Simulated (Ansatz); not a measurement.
An Ansatz (a program for electronic structure) run. Input:

Ansatz 0.2 input:
```yaml
crystal:
  lattice:
    - [0.0, 3.0074727279, 3.0074727279]
    - [3.0074727279, 0.0, 3.0074727279]
    - [3.0074727279, 3.0074727279, 0.0]
  atoms:
    - { symbol: Sn, position: [0.0, 0.0, 0.0] }
    - { symbol: Se, position: [0.5, 0.5, 0.5] }
kpoints:
  mp_grid: { grid: [12, 12, 12] }
hamiltonian:
  xc: r2scan
  pseudopotentials: { kind: paw }
scf:
  occupations: { method: gaussian, width: 0.05 }
checkpoint: { read: metal.run }
output: { write_density: true, elf: true, volumetric_format: npy }
```

Output (shortened):

```
Pseudopotential: Sn, paw, valence charge 14
Pseudopotential: Se, paw, valence charge 16
Functional definition: r2SCAN
Crystal: 2 atoms, lattice volume = 54.405 Å³
Basis set: ecut = 500 eV, 1411 PW (Γ), exchange–correlation on 128×128×128 points (64 copies of the dense FFT grid, shifted against one another)
Bands: 23, of which v1, the nominal top of the filled ones, is band 15 counted from 1 (14 counted from 0)
Symmetry: 48 space group operations
Space group: Fm-3m (ITA 225), of the structure as read, at distance tolerance 3.8e-5 Å
k-points: 72 of 1728
Stability of the state it starts from, as read at its close in the unpolarized treatment …
iter 1 solved again at ethr=7.86e-8 eV; its pass at ethr=3.10e-3 eV (dr2=2.36e-5 eV) is discarded
SCF iter   1: F=—  HF=-11517.584069 eV  |F-HF|=—  |Δ(HF+E_count)|=         —  Δρ=2.91e-7  dr2=3.05e-11  dr2_τ=3.88e-12  ethr=7.86e-8  ⟨swp⟩=3.1  Hψ=12200  notcnv=0
preconditioner: auto → none
SCF iter   2: F=-11517.584069 eV  HF=-11517.584069 eV  |F-HF|=1.13e-10  |Δ(HF+E_count)|=   7.57e-9  Δρ=3.61e-7  dr2=1.09e-10  dr2_τ=6.05e-12  ethr=1.00e-12  ⟨swp⟩=6.1  Hψ=6479  notcnv=0
SCF 1 converged in 2 iterations: F = -11517.584069 eV  dr2 = 1.09e-10
SCF converged after 2 iterations
Free energy (F): -11517.584069 eV
Harris-Foulkes:  -11517.584069 eV  (|F-HF|=1.13e-10)
Internal energy: -11517.584069 eV  (E = F + TS)
E sigma→0 (E₀):  -11517.584069 eV
Fermi energy:    9.423638 eV
--- Per-component energies (eV) ---
  E_band       = -497.578051
  E_kinetic    = 303.212542
  E_local      = -3321.490224  (includes V_loc(G=0)·N_el)
  E_nonlocal   = -628.678276
  E_hartree    = 1749.482828
  E_xc         = -474.165617
  E_vxc        = -211.245467  (∫ρ·V_xc dr)
  E_paw        = -6079.956257  (= ΣΔE_a)
  E_vpaw       = -150.109158  (= ΣTr[D̂ρ^β])
  E_aug_tail   = -0.000210  (compensation charges beyond the density's cutoff)
  E_vtau       = 11.766980  (kinetic-family band-sum trace: ∫τ·v_τ [+ j·A + Jᵃ·Aᵃ] dr)
  E_ewald      = -3064.959404
  E_core_change = -1.029450  (= ΣΔE_core)
  E_smearing   =  0.000000  (= −TS)
  E_closure    =  0.000000  (closes the sum)
  Σ components = -11517.584069   (vs F -11517.584069, Δ=0.00e0)
  [band-id]    e_kinetic+e_local+e_nonlocal+2·e_hartree+e_vxc+e_vpaw+e_augmentation_tail+e_vtau = -497.578157   (vs E_band -497.578051, Δ=-1.06e-4)
--- Band table (eV; the first three rows and the last of 72) ---
  k-point 0: bands = ["-39.5466", "-39.5466", "-39.5434", "-39.5434", "-39.5434", "-13.3732", "-13.3732", "-13.3732", "-13.3695", "-13.3695", "-5.4926", "4.0050", "6.5975", "6.5975", "6.5975", "13.6099", "13.6099", "13.6099", "15.2837", "15.2837", "15.2837", …
  k-point 1: bands = ["-39.5466", "-39.5466", "-39.5434", "-39.5434", "-39.5434", "-13.3730", "-13.3727", "-13.3727", "-13.3697", "-13.3697", "-5.4409", "3.6560", "6.6076", "6.6076", "6.8935", "13.1584", "13.2141", "13.2141", "15.2724", "15.4629", "15.4629", …
  k-point 2: bands = ["-39.5466", "-39.5466", "-39.5434", "-39.5434", "-39.5434", "-13.3730", "-13.3730", "-13.3725", "-13.3687", "-13.3687", "-5.2923", "2.9101", "6.6397", "6.6397", "7.4836", "12.2840", "12.4228", "12.4228", "15.3055", "15.9324", "15.9324", …
  k-point 71: bands = ["-39.5466", "-39.5465", "-39.5433", "-39.5433", "-39.5432", "-13.3924", "-13.3692", "-13.3677", "-13.3677", "-13.3552", "-4.1812", "1.8786", "4.0566", "4.0566", "8.1293", "10.6870", "14.1283", "14.1283", "16.6873", "16.6873", "20.9091", …
```

Cost: around 8 core-seconds (rough) on shared cores.

The workflow started from a Materials Project entry (that database holds measured and hypothetical structures alike); the Crystallography Open Database files this formula in space group No. 225, but the cells were not matched. It is not the phase usual at ambient conditions (space group No. 62). The r²SCAN relaxation kept the symmetry of its start; whether a distortion lowers the energy is not shown. Spin–orbit coupling is left out wherever it is not named.

Potentials: the later of the program's two PAW sets.

Ansatz is a plane-wave DFT program.
